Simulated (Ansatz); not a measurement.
The start is a generated trial cell of TaAs in the WC structure type. The structure is fully relaxed (lattice and positions, P = 0) with PBE (plane waves to 420 eV, PAW, scalar-relativistic; Ansatz, a program for electronic structure). The first steps use a coarse 8×8×7 k-mesh.

Initial structure:
```yaml
crystal:
  lattice:
    - [3.53971, 0.00000, 0.00000]
    - [-1.76986, 3.06548, 0.00000]
    - [0.00000, 0.00000, 3.45458]
  atoms:
    - { symbol: Ta, position: [0.00000, 0.00000, 0.00000] }
    - { symbol: As, position: [0.66667, 0.33333, 0.50000] }
```

Q: How large is the pressure on the unrelaxed cell, and of which sign?

A: -9 GPa (negative: the cell is under tension).

Q: How much energy is released per atom?

A: 0.04 eV/atom.

Q: How does the volume per atom move from start to end?

A: -6.2 %, from 18.74 to 17.58 Å³/atom.

The space group stays P-6m2 (No. 187) (the run could not lower it); the end is AFLOW prototype AB_hP2_187_d_a (B_h, as in WC), with 2 atoms in the primitive cell. Final values are on a 16×16×13 k-mesh of the relaxed cell. No spin polarisation in the result.

The run could not lose the symmetry of its start: the end is stationary, and may be a saddle point rather than a minimum.

All atoms sit on sites fixed by symmetry, so only the cell could relax.

The relaxed structure here is a generated cell of TaAs: the first start was made by placing the elements on the sites of a structure type, and the end was not matched to a known phase here, so it may be hypothetical. Known forms of TaAs include space group No. 109.
